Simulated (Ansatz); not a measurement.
## P: Field gradients at the nuclei

The cell is an entry of the Crystallography Open Database (COD) whose atoms were relaxed with PBE, the cell held.

```
P
1.0
     1.65545   -5.15950    0.00000
     1.65545    5.15950    0.00000
     0.00000    0.00000    4.31700
P
4
Cartesian
  1.6555 -4.0835 0.3345
  1.6555 -1.0760 2.4930
  1.6555 4.0835 3.9825
  1.6555 1.0760 1.8240
```

Atom numbers follow the list; atoms alike are taken as one site, whose name carries the number of the first.

The numbers come from a DFT calculation in Ansatz (r2SCAN, plane waves and PAW, scalar-relativistic, 500 eV cutoff, Γ-centred 15×15×11 k-points, Fermi–Dirac smearing 0.05 eV).

Conventions: |V_zz| ≥ |V_yy| ≥ |V_xx|, η = (V_xx − V_yy)/V_zz, C_Q = eQV_zz/h. Directions are in the Cartesian axes of the cell vectors above, for the atom listed; none is given where the gradient is under 0.02 or η is above 0.95.

Problem. Give the quadrupolar parameters of the distinct sites.

Solution. 

```csv
site,first atom,first shell,V_zz (10²¹ V/m²),η,"direction of V_zz (x, y, z)"
P,1,3 P at 2.23–2.25 Å,-7.70,0.07,0.00 0.77 -0.64
```

The structure holds P–P bonds (2.23 Å). At P V_zz stands upright on the plane through its three neighbours (within 5°).

The largest force is 0.3 eV/Å, so the atoms aren't at the calculated equilibrium and relaxing them would move these values. The run finds no gap above 0.1 eV (a metal, or nearly one), so the gradients can move by 10 % or more with the k-mesh. Semilocal functionals make gaps too small and can close them, so the real compound need not be a metal.
